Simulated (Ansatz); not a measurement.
Starting cell, MoS$_{2}$ (2H-MoS2 type, space group P6_3/mmc):

```
MoS2
1.0
    3.10903     0.00000     0.00000
   -1.55452     2.69250     0.00000
    0.00000     0.00000    11.70864
Mo S
2 4
Direct
  0.33333   0.66667   0.25000
  0.66667   0.33333   0.75000
  0.33333   0.66667   0.61648
  0.66667   0.33333   0.11648
  0.66667   0.33333   0.38352
  0.33333   0.66667   0.88352
```

Two-dimensional scan of atom 3 (S, nearest neighbour Mo at 2.380 Å; its periodic images, 3.1 Å or more away, move with it): u runs along (0.707, 0.707, 0.000), v along (0.000, 0.000, 1.000) (Cartesian). Cell and other atoms are fixed.

The numbers are results of PBEsol-D3(BJ) (plane waves to 420 eV, PAW, scalar-relativistic; Ansatz, a first-principles code), not measurements. k mesh 10×10×3 (Γ-centred), Fermi-Dirac smearing 0.05 eV. Energies are smeared free energies. Points where atoms come too close for the PAW data are left out (x in tables, blank in figures). As the smearing reaches across the gap at some points, energies and forces of such displacements shift with the k mesh and the smearing. MoS2 is run without spin polarisation. MoS2 was relaxed with its symmetry unable to fall. The PAW data are Ansatz's earlier set. The last digit holds for this mesh only.

Changes of ΔE (meV/cell) from the point u = 0.000 Å, v = 0.000 Å when one coordinate moves alone (two changes are said to add if the coupling is within 5 % of the smaller one, nearly so within 20 %):

```csv
point,change
"u = 0.000 Å, v = -0.360 Å",885.8
"u = 0.000 Å, v = -0.180 Å",257.7
"u = -0.360 Å, v = 0.000 Å",733.5
"u = -0.180 Å, v = 0.000 Å",177.2
"u = 0.180 Å, v = 0.000 Å",158.9
"u = 0.360 Å, v = 0.000 Å",589.8
"u = 0.000 Å, v = 0.180 Å",338.2
"u = 0.000 Å, v = 0.360 Å",1477.7
```

Q: What is the change at u = 0.360 Å, v = 0.180 Å, where both move, and how far is it from the sum?

A: The sum of the single changes is 589.8 + (338.2) = 928.0; the calculation gives 1201.6, so the coupling contributes 273.6 (over 20 % of the smaller single change, not additive).

Q: Do the two effects add at u = 0.360 Å, v = 0.360 Å? Give the computed change.

A: The sum of the single changes is 589.8 + (1477.7) = 2067.5; the calculation gives 2698.6, so the coupling contributes 631.1 (over 20 % of the smaller single change, not additive).

Q: What is the change at u = 0.180 Å, v = -0.360 Å, where both move, and how far is it from the sum?

A: The sum of the single changes is 158.9 + (885.8) = 1044.7; the calculation gives 951.6, so the coupling contributes -93.1 (over 20 % of the smaller single change, not additive).

(A displaced cell: forces are minus the slopes of the energy, force constants its curvatures, and phonons follow from these.)
